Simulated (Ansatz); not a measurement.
The cell is PtOS (Janus 2H monolayer); cell and atoms were relaxed with r2SCAN. The sheet's in-plane cell has a = 3.342 Å, b = 3.342 Å (γ = 120.0°), and its outermost atoms lie 2.39 Å apart along the normal. Pt has 3 S at 2.25 Å and 3 O at 2.29 Å; O has 3 Pt at 2.29 Å and 1 S at 2.39 Å; S has 3 Pt at 2.25 Å and 1 O at 2.39 Å.

```xyz
3
Lattice="3.3419 0.0000 0.0000 -1.6710 2.8942 0.0000 0.0000 0.0000 29.5034" Properties=species:S:1:pos:R:3 pbc="T T F"
Pt    0.0000    1.9295    8.9783
O     1.6710    0.9647   10.2058
S     1.6710    0.9647    7.8159
```
Periodic in the plane only; c spans the vacuum.

4 runs of Ansatz on this cell differ in the functional (and in the settings that go with it). Levels are in eV from each run's valence top; v1 is the last filled band, c1 the first empty one.

Run A, mean stress -1.1 N/m (compression positive):
```tsv
point	v2	v1	c1	c2
Γ	-0.04	-0.04	2.25	2.25
M	-1.76	-1.48	1.90	2.55
K	-2.76	-0.55	2.09	2.33
K–Γ (0.77)	-0.19	0.00	1.68	2.11
K–Γ (0.52)	-0.73	-0.29	1.24	2.19
Γ–M (0.40)	-0.19	-0.11	1.33	2.11
```

Run B, mean stress -1.4 N/m (compression positive):
```tsv
point	v2	v1	c1	c2
Γ	-0.03	-0.03	3.10	3.10
M	-1.77	-1.54	2.84	3.45
K	-2.84	-0.60	3.05	3.20
K–Γ (0.77)	-0.15	0.00	2.48	2.98
K–Γ (0.52)	-0.74	-0.31	2.08	3.06
Γ–M (0.40)	-0.14	-0.13	2.14	2.98
```

Run C, mean stress 0.0 N/m (compression positive):
```tsv
point	v2	v1	c1	c2
Γ	-0.05	-0.05	1.66	1.66
M	-1.74	-1.41	1.23	1.92
K	-2.68	-0.49	1.41	1.71
K–Γ (0.77)	-0.22	0.00	1.13	1.51
K–Γ (0.52)	-0.71	-0.27	0.66	1.57
Γ–M (0.40)	-0.22	-0.09	0.78	1.50
```

Run D, mean stress -2.4 N/m (compression positive):
```tsv
point	v2	v1	c1	c2
Γ	-0.06	-0.06	1.53	1.53
M	-1.78	-1.36	1.02	1.76
K	-2.68	-0.45	1.21	1.55
K–Γ (0.77)	-0.25	0.00	0.98	1.37
K–Γ (0.52)	-0.69	-0.27	0.47	1.42
Γ–M (0.40)	-0.25	-0.09	0.62	1.36
```

Question: Match the runs to LDA, r2SCAN, r2SCANh, PBE0.

Answer: A is r2SCANh, B is PBE0, C is r2SCAN, D is LDA. In order of the gap: LDA 0.47, r2SCAN 0.66, r2SCANh 1.24, PBE0 2.08 eV. The stress vanishes for r2SCAN, which relaxed the cell.

Note: simulated data, non-magnetic, for a generated structure that need not be the stable one.

Spin-orbit coupling is left out, which matters wherever the heavy atoms make up the band edges.

The program warns that its thresholds are loose for a hybrid's stress.

Where an edge lies off the special points, it is a point of the mesh or the k point where a search put PBE's edge or least direct gap, reused for the other functionals, whose own edges may lie a little apart.

The meshes of the hybrids are coarse, so their gaps aren't converged to the digits shown.
